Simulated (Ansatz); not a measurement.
Values for one crystal, relaxed and computed with r²SCAN (plane waves, PAW; program Ansatz); other levels are named.

* **Volume per atom**: 34.59 Å³
* **Electronic character**: metallic (no gap)
* **Formation energy from the elements (no fitted shifts)**: -0.52 eV/atom
* **Density of states at the Fermi level**: 0.09 states/eV per atom (mean over ±0.08 eV)

Task: Which of these materials gives this?
A) BaTl2, P6_3/mmc (Ba on 2b, Tl on 4f)
B) VPt2, Immm (V on 2a, Pt on 4i)
C) BaPb, Cmcm (Ba on 4c, Pb on 4c)
D) Zr3Tl, Cu3Au type

Result: A, BaTl2, P6_3/mmc (Ba on 2b, Tl on 4f)

The workflow started from a Materials Project entry (that database holds measured and hypothetical structures alike); the Crystallography Open Database copy checked does not list it. Its standing as an ambient phase is unchecked. The r²SCAN relaxation kept the symmetry of its start; its stability against distortions is not shown here. The references are the lowest solids computed at this level, not always the standard phases. Scalar-relativistic: spin–orbit coupling is off unless named, which matters more the heavier the elements.

Potentials: the later of the program's two PAW sets.
